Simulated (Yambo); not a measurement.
Material: CsH (rock salt, space group Fm-3m, No. 225); a = b = c = 4.513 Å, α = β = γ = 60.00° (2 atoms in the cell). The geometry is that of Materials Project entry mp-1057286, symmetrised and not relaxed again.

With PBEsol (pw.x of Quantum ESPRESSO, ONCV potentials, with spin-orbit coupling), the gap between the mesh's edge points (L → L) is 2.150 eV.

**Question.** Estimate the G0W0 gap between the same points from Yambo (4×4×4 Γ-centred k mesh, 226 bands and a 8 Ry block in the screening, 226 bands in G with the Bruneval-Gonze terminator, plasmon pole fitted at 27.2 eV).

**Answer.** The correction is 2.114 eV, giving 4.264 eV, 2.0 times the PBEsol value.  Nearest settings tried, and what they do to the gap: 138 bands in G: -4 meV; 138 bands in W, 138 bands in G: -37 meV; 1 Ry block (15 vectors against 181): -413 meV. Not varied: mesh. So the settings aren't converged at that level.
